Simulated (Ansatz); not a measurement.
LiF:
Space group Fm-3m (No. 225); a = 3.990 Å, b = 3.990 Å, c = 3.990 Å, α = 90.00°, β = 90.00°, γ = 90.00°

```csv
atom,site,symmetry,x,y,z
Li,4a,m-3m,0.0000,0.0000,0.0000
F,4b,m-3m,0.5000,0.5000,0.5000
```
(The calculation used a cell of 2 atoms; values per cell refer to that cell.)

Relaxed with r²SCAN.

Give the optical modes at the zone centre with their infrared and Raman activity from DFPT, the program Ansatz at the r²SCAN level (PAW).

Transverse frequencies, without the LO–TO term; a row sums one degenerate level.

| ω (cm⁻¹) | degeneracy | IR ((D/Å)²/amu) | Raman (Å⁴/amu) | activity | symmetry |
|---|---|---|---|---|---|
| 319 | 3 | 14.82 | 0 | IR | T1u |

How high does the top mode go among those that the LO–TO term moves?

659 cm⁻¹ for q along x.

The cell was relaxed with r²SCAN under the symmetry of its start; phonons on a q-mesh show no instability.

Potentials: the later of the program's two PAW sets.
